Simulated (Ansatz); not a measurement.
The cell below belongs to a search over invented structures; it isn't taken from experiment.

Input and command of a plane-wave DFT calculation in Ansatz:

```yaml
crystal:
  lattice:
    - [0.0, 3.97479801, 3.97479801]
    - [3.97479801, 0.0, 3.97479801]
    - [3.97479801, 3.97479801, 0.0]
  atoms:
    - { symbol: Dy, position: [0.25, 0.25, 0.25] }
    - { symbol: Dy, position: [0.0, 0.0, 0.0] }
    - { symbol: C, position: [0.75, 0.75, 0.75] }
    - { symbol: C, position: [0.5, 0.5, 0.5] }
    - { symbol: C, position: [0.125, 0.125, 0.125] }
    - { symbol: C, position: [0.125, 0.125, 0.625] }
    - { symbol: C, position: [0.125, 0.625, 0.125] }
    - { symbol: C, position: [0.625, 0.125, 0.125] }
basis:
  ecutwfc: 630
kpoints:
  mp_grid: { grid: [4, 4, 4] }
hamiltonian:
  xc: pbe
  pseudopotentials:
    kind: paw
    azcp: { Dy: "pseudopotentials/pbe/nc/lanthanide_3plus/Dy.nc.azcp" }
scf:
  occupations: { method: gaussian, width: 0.2 }
  lower_state_search: "off"
output:
  forces: true
  stress: true
  eigenvalues: true
relax:
  adjacent_minimum: "off"
  f_tol: 0.08
  max_steps: 16
  cell: { stress_tol: 0.8 }
```

```bash
ansatz run input.yaml --threads 1 --pin off --max-ram 2816MiB --backend cpu --events-out ev --progress --plain --runs-dir out
```

Processor: Arm Neoverse V1, 1 thread, on a host shared with other jobs.

Problem. Estimate time, memory and problem size.

Solution. About 70 s, peak memory 0.57 GiB. It solves 31 bands at 8 k points (after reduction by symmetry) with about 9721 plane waves (on the last cell), in 81 SCF iterations over 10 ionic steps.

With its 4f electrons in the core of a norm-conserving potential, the lanthanide is trivalent by construction, without f bands, f moments or other valences.
